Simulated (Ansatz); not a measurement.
This guess for Cs2GaAg is about to be relaxed.

```cif
data_structure
_symmetry_space_group_name_H-M 'P 1'
_symmetry_Int_Tables_number 1
_cell_length_a 4.6717
_cell_length_b 4.6717
_cell_length_c 7.5693
_cell_angle_alpha 90.000
_cell_angle_beta 90.000
_cell_angle_gamma 120.000
_cell_volume 143.07
loop_
_atom_site_label
_atom_site_type_symbol
_atom_site_fract_x
_atom_site_fract_y
_atom_site_fract_z
_atom_site_occupancy
Cs1 Cs 0.66667 0.33333 0.74858 1
Cs2 Cs 0.33333 0.66667 0.25142 1
Ga1 Ga 0.00000 0.00000 0.00000 1
Ag1 Ag 0.00000 0.00000 0.50000 1
```

Computed with Ansatz 0.2.0, DFT PBE, scalar-relativistic, plane waves, PAW. Cutoff 420 eV, Gaussian smearing, Γ-centred meshes. Cell and atoms relax first on a coarse mesh and then on a finer one. In between, the cell is made exact in the group found at 0.06 Å. In metals the finer mesh still leaves noise of several meV/atom or more. The steps can't lower the symmetry of their start. No spin polarisation.

A guess keeps its type if space group and coordination stay and the shape of the cell changes little (axis ratios within about 15 %, angles within 6°); the volume may change.

Problem. Does this structure survive the relaxation?

Solution. It doesn't keep its type. The symmetry stays P-3m1 (No. 164). The volume per atom grows by 33.4 %, from 35.8 to 47.7 Å³. The shortest distance goes from 3.29 Å (Cs–Ag) to 2.52 Å (Ga–Ag). The ratio c/a of the conventional cell changes by a factor of 0.47. Counting neighbours within 15 % of an atom's shortest distance, the start has Ag 6, Cs 6, Ga 8 and the end Ag 2, Cs 9, Ga 2. In detail, at the end Cs has 3 Ag at 4.00 Å, 3 Ga at 4.04 Å, 6 Cs at 4.50–4.65 Å and 2 Cs at 5.05 Å; Ga is surrounded by 2 Ag at 2.52 Å and 6 Cs at 4.04 Å; Ag is surrounded by 2 Ga at 2.52 Å and 6 Cs at 4.00 Å.

```xyz
4
Lattice="6.6091 0.0000 0.0000 -3.3045 5.7236 0.0000 0.0000 0.0000 5.0451" Properties=species:S:1:pos:R:3 pbc="T T T"
Cs    3.3045    1.9079    3.7131
Cs    0.0000    3.8157    1.3320
Ga    0.0000    0.0000    0.0000
Ag    0.0000    0.0000    2.5226
```

Formation energies are uncorrected and refer to the elements' standard structures at the same level.

Problem. At what energy does it end?

Solution. +0.03 eV/atom. The formation energy is too near zero to say whether this cell lies below the elements.

The last run used a 12×12×10 mesh (in the run's order of axes) for its 4-atom cell and Gaussian smearing of 0.10 eV. For metals, differences of a few meV/atom aren't resolved. A structure relaxed within its symmetry needn't be a true minimum.
